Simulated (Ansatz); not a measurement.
## Notes on CaO

```
Ca O
1.0
     0.00000    2.47372    2.47372
     2.47372    0.00000    2.47372
     2.47372    2.47372    0.00000
Ca O
1 1
Direct
  0.00000 0.00000 0.00000
  0.50000 0.50000 0.50000
```

Single point in Ansatz 0.2.0 with LDA, spin-orbit coupling. Cutoff 420 eV, PAW datasets, 9×9×9 Γ-centred k mesh, cold filling (width 0.0487 eV).

The state carries no moments; the state need not be the lowest.

Is there a gap, and of what kind?

The gap is 3.49 eV, indirect (the least direct gap found is 3.88 eV). A semilocal functional usually gives too small a gap.

What is the formation energy?

-3.24 eV an atom against the elements' usual phases (free molecules for gases, crystals otherwise, with no correction for O₂ or N₂), so it is bound against them; other compounds may still compete. Relaxing would lower it.

How is the charge shared?

Bader charges in e: Ca +1.47, O -1.47. In the mean Ca gives up most and O takes most.

Is the cell too large or too small?

The pressure is -13.8 GPa (compression positive), so with the atoms held at these fractions the cell would first shrink.

Origin: a database entry at a rescaled volume. Caveats: atoms or cell far from equilibrium.
